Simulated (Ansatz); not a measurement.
Cu$_{2}$O:
Space group Pn-3m, origin choice 1 (No. 224); a = b = c = 4.2226 Å, α = β = γ = 90.00°

```csv
atom,site,symmetry,x,y,z
Cu,4c,.-3m,0.7500,0.7500,0.7500
O,2a,-43m,0.0000,0.0000,0.0000
```

Relaxed with PBEsol. PBEsol (plane waves, PAW; program Ansatz) gives a gap of 0.56 eV.

### Question
What gap does HSE06 give on the same cell (Ansatz, PAW)?

### Answer
2.08 eV, 1.52 eV more. The hybrid was solved on a coarser mesh and at special points; its gap is the smallest among all of these.

```
k  v1 PBEsol  c1 PBEsol  v1 HSE06  c1 HSE06
-  ---------  ---------  --------  --------
Γ       0.00       0.56      0.00      2.08
R      -0.59       2.33       ___       ___
M      -0.69       1.86       ___       ___
X      -0.42       2.29       ___       ___
```

### Question
Top valence (v1) and lowest conduction level (c1) in eV from each method's valence maximum (which need not be a listed point): supply the withheld HSE06 values.

### Answer

- M, v1 HSE06: -0.73
- M, c1 HSE06: 3.37
- X, v1 HSE06: -0.34
- X, c1 HSE06: 3.88
- R, v1 HSE06: -0.80
- R, c1 HSE06: 3.77

Cost on shared cores: the PBEsol run (SCF on a 7×7×7 mesh, then bands and DOS) around 29 core-seconds (rough), the HSE06 run (SCF on 4×4×4, then a few points) about 110 core-seconds (a rough figure); the tasks are unlike.

Symmetry was held in the PBEsol relaxation. No spin polarisation was allowed. No Hubbard U is applied.

Potentials: the later of the program's two PAW sets.
